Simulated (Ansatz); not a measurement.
Na$_{3}$P:
```yaml
crystal:
  lattice:
    - [4.92451, 0.00000, 0.00000]
    - [-2.46225, 4.26475, 0.00000]
    - [0.00000, 0.00000, 8.77174]
  atoms:
    - { symbol: Na, position: [0.00000, 0.00000, 0.25000] }
    - { symbol: Na, position: [0.00000, 0.00000, 0.75000] }
    - { symbol: Na, position: [0.33333, 0.66667, 0.57963] }
    - { symbol: Na, position: [0.66667, 0.33333, 0.42037] }
    - { symbol: Na, position: [0.66667, 0.33333, 0.07963] }
    - { symbol: Na, position: [0.33333, 0.66667, 0.92037] }
    - { symbol: P, position: [0.33333, 0.66667, 0.25000] }
    - { symbol: P, position: [0.66667, 0.33333, 0.75000] }
```

Relaxed with PBEsol.

Problem. Give the Bader charges and basin volumes of the independent atoms, the program Ansatz at the PBEsol level (PAW).

Solution. 

| atom | Bader charge (e) | Bader volume (Å³) |
|---|---|---|
| Na1 | +0.73 | 11.9 |
| Na3 | +0.74 | 11.7 |
| P7 | -2.21 | 56.8 |

Space group P6_3/mmc. The first step of the workflow began from a Materials Project structure, measured or hypothetical; the Crystallography Open Database files this formula in space group No. 194, but the cells were not matched. Whether it is the stable phase at ambient conditions was not checked. The cell was relaxed with PBEsol under the symmetry of its start; whether a distortion lowers the energy is not shown.

Potentials: the later of the program's two PAW sets.
